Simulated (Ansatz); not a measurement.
Structures of CsAs$_{2}$: which is lowest?

Plane-wave DFT in Ansatz with scalar-relativistic PAW potentials, cutoff 420 eV, Γ-centred meshes chosen by cell and gap, Gaussian smearing with energies taken to zero width. Every cell was relaxed (cell and atoms) in a run of its own, within the symmetry of its start. Functional: PBE.

Relaxed structures (starts from databases or built by putting these elements on another compound's sites):
A. I4/mmm, 3 atoms in the computed cell, a = 3.672 Å, c = 12.958 Å; sites (symmetry × multiplicity) Cs 4/mmm × 2, As 4mm × 4; start: built
B. P4/nmm, 6 atoms in the computed cell, a = 3.771 Å, c = 12.864 Å; sites (symmetry × multiplicity) Cs 4mm × 2, As -4m2 × 2 + 4mm × 2; start: built

Rank them by energy. Could pressure change the order?

```tsv
structure	group	E − E(lowest) (meV/atom)	V (Å³/atom)	gap on mesh (eV)
A	I4/mmm	0.0	29.12	0.00
B	P4/nmm	35	30.49	0.00
```

A is lowest, 35 meV/atom under B. The lowest is also the densest of these, so pressure wouldn't bring one of the others in at first order. Other structures may lie lower than all of these, and vibrations aren't counted.

Spin-orbit coupling is left out, which matters for the bands of heavy elements.